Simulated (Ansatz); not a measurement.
Total density of states per atom from the program Ansatz at the PBE+D3(BJ) level (PAW), in 0.25 eV bins, energy from the valence-band maximum:

```
E (eV)  states/eV/atom
------  --------------
-7.85             0.00
-7.60             0.00
-7.35             0.00
-7.10             0.00
-6.85             0.00
-6.60             0.00
-6.35             0.00
-6.10             0.00
-5.85             0.00
-5.60             0.00
-5.35             0.00
-5.10             0.00
-4.85             0.05
-4.60             0.31
-4.35             0.56
-4.10             0.40
-3.85             0.47
-3.60             0.38
-3.35             0.54
-3.10             0.97
-2.85             0.77
-2.60             0.86
-2.35             0.50
-2.10             0.45
-1.85             0.62
-1.60             0.66
-1.35             0.44
-1.10             0.99
-0.85             1.01
-0.60             0.69
-0.35             0.70
-0.10             0.65
0.15              0.00
0.40              0.00
0.65              0.00
0.90              0.00
1.15              0.00
1.40              0.00
1.65              0.00
1.90              0.00
2.15              0.00
2.40              0.00
2.65              0.00
2.90              0.00
3.15              0.00
3.40              0.04
3.65              0.15
3.90              0.28
4.15              0.85
4.40              0.57
4.65              0.11
4.90              0.24
5.15              0.99
5.40              0.95
5.65              0.57
5.90              0.86
6.15              0.66
6.40              0.40
6.65              0.41
6.90              0.39
7.15              0.38
7.40              0.46
7.65              0.61
7.90              0.75
```

**Question.** Which of these materials gives this?
A. GeSe, Pnma (Ge on 4c, Se on 4c)
B. Ge2Sb2Te5, P3m1 (Pearson symbol hP9)
C. ScBeNO, P3m1 (Sc on 1b, Be on 1c, O on 1b, N on 1c)
D. BN, P6_3/mmc (B on 2b, N on 2d)

**Answer.** C, ScBeNO, P3m1 (Sc on 1b, Be on 1c, O on 1b, N on 1c). Top 1 eV of the valence band: N 2p 64 %, Sc 3d 16 %, O 2p 15 %. Bottom 1 eV of the conduction band: Sc 3d 67 %, N 2p 5 %, outside the projected shells 9 %. Projections are on Löwdin-orthogonalised atomic valence shells; empty p or d shells of many metals are not among them.

The start of the workflow was typed in or built on a structure type; neither database checked (COD, Materials Project) lists it. Whether it is the stable phase at ambient conditions was not checked. Symmetry was held in the PBE+D3(BJ) relaxation; whether a distortion lowers the energy is not shown. The run is not spin-polarised. The volume moved by -22 % from the start of the relaxation.

Potentials: the earlier of the program's two PAW sets.
